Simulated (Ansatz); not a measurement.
**Pd: computed DOS**

```yaml
crystal:
  lattice:
    - [0.00000, 1.94490, 1.94490]
    - [1.94490, 0.00000, 1.94490]
    - [1.94490, 1.94490, 0.00000]
  atoms:
    - { symbol: Pd, position: [0.00000, 0.00000, 0.00000] }
```

The cell comes from COD entry 9008478, which wasn't checked; take it as a given geometry.

Spin polarisation is left out, and whether a magnetic state lies lower isn't shown here.

These are results of DFT, LDA, all-electron LAPW, scalar-relativistic (Ansatz 0.2.0), not measurements.

Numerical set-up: a Γ-centred 18×18×18 k mesh, Fermi–Dirac smearing of 0.05 eV, basis error target 0.25 meV/atom, no spin polarisation.

(1) Which of the resolved shells contributes most within 0.3 eV of the Fermi level?

(2) Where is the centre of the filled Pd 4d states between -14 eV and the top of the filled states?

(3) Tabulate the density of states.

Results:

(1) Pd 4d, with 95 % of all states there; Pd 4s follows with 0 %.

(2) -2.66 eV from the Fermi level.

(3) States per eV and cell, averaged over 0.6 eV, from -5.8 to 3.6 eV, with energies (bin centres) from the Fermi level; empty bins are left out. The partial columns, the largest 1 alone, are projections on Löwdin-orthogonalised atomic shells (those that the program's projection atoms carry: the occupied ones and, for some elements, an empty d or f shell; other empty shells have no column), summed over atoms of an element. Weights on diffuse s and p shells depend on that basis and aren't pure angular character.
| E (eV) | total | Pd 4d |
| --- | --- | --- |
| -5.6 | 0.24 | 0.12 |
| -5.0 | 1.61 | 1.45 |
| -4.4 | 1.98 | 1.91 |
| -3.8 | 1.49 | 1.45 |
| -3.2 | 1.69 | 1.61 |
| -2.6 | 2.57 | 2.45 |
| -2.0 | 1.58 | 1.48 |
| -1.4 | 1.92 | 1.82 |
| -0.8 | 1.58 | 1.48 |
| -0.2 | 2.25 | 2.16 |
| 0.4 | 0.51 | 0.39 |
| 1.0 | 0.24 | 0.08 |
| 1.6 | 0.25 | 0.06 |
| 2.2 | 0.25 | 0.04 |
| 2.8 | 0.25 | 0.03 |
| 3.4 | 0.26 | 0.02 |
